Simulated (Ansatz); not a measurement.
TlPd₃:
```xyz
4
Lattice="-2.0873 2.0873 3.7923 2.0873 -2.0873 3.7923 2.0873 2.0873 -3.7923" Properties=species:S:1:pos:R:3 pbc="T T T"
Tl     0.0000     0.0000     0.0000
Pd     0.0000     2.0873     1.8962
Pd     2.0873     0.0000     1.8962
Pd     0.0000     0.0000     3.7923
```

Relaxed with r²SCAN. Special points in fractions of this cell's reciprocal vectors: Γ (0.000, 0.000, 0.000); X (0.000, 0.000, 0.500); P (0.250, 0.250, 0.250); N (0.000, 0.500, 0.000); M (0.500, 0.500, -0.500); S (0.326, 0.674, -0.326); S0 (-0.326, 0.326, 0.326); R (-0.151, 0.151, 0.500); G (0.500, 0.500, -0.151).

Problem. List the band energies nearest the Fermi level at these points for the program Ansatz at the r²SCAN level (PAW).

Solution. In eV from the Fermi level; about four levels below and three above (degenerate sets whole), none deeper than 8.9 eV; points with the same levels are listed once.

```json
[
 {"k": "Γ", "below": "-0.98 -0.84 -0.84 -0.38", "above": "2.69 3.72 5.93 5.93"},
 {"k": "X", "below": "-0.74 -0.67 -0.64 -0.13", "above": "0.89 3.59 5.49"},
 {"k": "P", "below": "-1.35 -1.35 -0.73 -0.71 -0.47", "above": "0.59 0.59 5.31"},
 {"k": "N", "below": "-1.52 -1.48 -0.59 -0.24", "above": "3.00 3.96 6.49"},
 {"k": "M", "below": "-0.60 -0.38 -0.37 -0.37", "above": "0.91 0.91 5.58"},
 {"k": "S", "below": "-1.35 -0.42 -0.16 -0.01", "above": "3.91 6.35 9.07"},
 {"k": "R", "below": "-0.74 -0.69 -0.29 -0.26", "above": "0.95 5.45 7.25"}
]
```

Space group I4/mmm. The workflow started from an entry of the Crystallography Open Database (COD). Its standing as an ambient phase is unchecked. Symmetry was held in the r²SCAN relaxation; its stability against distortions is not shown here. No spin polarisation was allowed. Scalar-relativistic: spin–orbit coupling is off unless named, which matters more the heavier the elements.

Potentials: the later of the program's two PAW sets.
